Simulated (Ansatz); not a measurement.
Input:

MgO:
Space group Fm-3m (No. 225); a = b = c = 4.161 Å, α = β = γ = 90.00°

```tsv
atom	site	symmetry	x	y	z
Mg	4a	m-3m	0.0000	0.0000	0.0000
O	4b	m-3m	0.5000	0.5000	0.5000
```
(The calculation used a cell of 2 atoms; values per cell refer to that cell.)

This is the LDA-relaxed structure.

Task: All from LDA in the plane-wave PAW code Ansatz, unless another level is named. Predict the vibrational entropy at 300 K.

Result: 13.4 J/(K·mol of atoms).

Task: And the Debye temperature from the elastic constants?

Result: 954 K.

Symmetry was held in the LDA relaxation; phonons on a q-mesh show no instability.

Potentials: the earlier of the program's two PAW sets.
